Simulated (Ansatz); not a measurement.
Given:

TiAu:
```
CELL_PARAMETERS angstrom
      3.30548     0.00000     0.00000
      0.00000     3.30548     0.00000
      0.00000     0.00000     6.01388
ATOMIC_POSITIONS crystal
  Ti 0.00000 0.50000 0.86449
  Ti 0.50000 0.00000 0.13551
  Au 0.00000 0.50000 0.36102
  Au 0.50000 0.00000 0.63898
```

This is the PBEsol-relaxed structure. Cartesian axes are those of the cell as given.

**Question.** All from PBEsol (plane waves, PAW; program Ansatz), unless another level is named. Predict the Young's modulus.

**Answer.** 185 GPa.

**Question.** Give the highest zone-centre frequency.

**Answer.** 8.69 THz.

**Question.** What about the elastic constants (relaxed ions, GPa)?

**Answer.** C11 = 207, C12 = 141, C13 = 133, C33 = 228, C44 = 100, C66 = 117.

Space group P4/nmm. The first step of the workflow began from a Materials Project structure, measured or hypothetical; the Crystallography Open Database copy checked does not list it. COD files the formula under space group No. 221. Its standing as an ambient phase is unchecked. Symmetry was held in the PBEsol relaxation; whether a distortion lowers the energy is not shown. The run is not spin-polarised. As this level gives no gap, shear constants depend on the k-mesh and smearing (Fermi–Dirac, 0.1 eV here). As this level gives no gap, phonon frequencies hold no LO–TO term and depend on the k-mesh and smearing (Fermi–Dirac, 0.1 eV here). Spin–orbit coupling is left out wherever it is not named.

Potentials: the later of the program's two PAW sets.
